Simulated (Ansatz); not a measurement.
# Profile along the La–F line in LaF3 (space group P6_3/mmc)

LaF$_{3}$ (space group P6_3/mmc)

```yaml
crystal:
  lattice:
    - [4.15905, 0.00000, 0.00000]
    - [-2.07952, 3.60184, 0.00000]
    - [0.00000, 0.00000, 7.34099]
  atoms:
    - { symbol: La, position: [0.66667, 0.33333, 0.75000] }
    - { symbol: La, position: [0.33333, 0.66667, 0.25000] }
    - { symbol: F, position: [0.33333, 0.66667, 0.91996] }
    - { symbol: F, position: [0.66667, 0.33333, 0.08004] }
    - { symbol: F, position: [0.66667, 0.33333, 0.41996] }
    - { symbol: F, position: [0.33333, 0.66667, 0.58004] }
    - { symbol: F, position: [0.00000, 0.00000, 0.25000] }
    - { symbol: F, position: [0.00000, 0.00000, 0.75000] }
```

Fields along a shortest La–F line of a (1 -1 0 0) plane (2.42 Å), from La to F, interpolated on the slice's grid (step about 0.3 Å). All values below come from r2SCAN (plane waves to 500 eV, PAW, scalar-relativistic; Ansatz, a program for electronic structure). k mesh 9×9×5. Inside the PAW spheres the values are not all-electron values, and peaks at nuclei hang on which shells count as valence. LaF3 is run without spin polarisation. LaF3 was relaxed with its symmetry unable to fall. This is one of several known forms of LaF3; the measured ambient cells at hand have space group No. 165.

```tsv
distance from La (Å)	valence electron density (e/Å³)	electron localisation function
0.00	1.31	x
0.24	1.38	x
0.48	1.61	x
0.73	1.50	0.84
0.97	0.86	0.78
1.21	0.40	0.23
1.45	0.42	0.27
1.69	1.08	0.71
1.94	4.02	x
2.18	10.41	x
2.42	12.94	x
```

x: too close to a nucleus for the ELF to mean much.

Density on the La–F line (2.42 Å) at its density minimum, 1.3 Å from La: 0.36 e/Å³. ELF at that point: 0.2. ELF maximum in the middle third of the La–F line: 0.85, 0.9 Å from La.
